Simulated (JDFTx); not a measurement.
TiAl(111) slab cut from bulk TiAl (space group P4/mmm, indices of the conventional cell, lattice of the Materials Project entry mp-1953, not re-optimised): 11 atoms in 11 planes, a 1x1 cell of 17.99 Å² (|a| = 3.975, |b| = 4.943 Å), 8.7 Å between the outermost planes, Ti outermost, slab composition Ti6Al5, cell height 24.9 Å, 6×6×1 k mesh, Fermi smearing 0.01 Ha, no spin polarisation. Whether this polymorph is the ambient one wasn't checked. Neither spin polarisation nor a larger cell was tried.

All numbers are PBE, GBRV ultrasoft potentials, plane waves to 20/100 Ha results from JDFTx (a modified build), not measurements. Liquid on both sides: CANDLE, water, 2 M KCl; nuclei fixed, outer atoms relaxed in vacuum. U vs SHE = −μ/e − 4.44 V throughout (conventional absolute potential of the hydrogen electrode). The model has bare, unreconstructed faces and no explicit solvent.

Q: Predict the potential of zero charge and the surface charge against electrode potential.

A: The potential of zero charge is -1.91 V vs SHE.

```tsv
U (V vs SHE)	μ (eV)	excess electrons per cell	σ (μC/cm², per face)	run
-1.91	-2.53	0.000	0.0	neutral
-1.20	-3.24	-0.370	16.5	fixed potential
-1.00	-3.44	-0.456	20.3	fixed potential
```
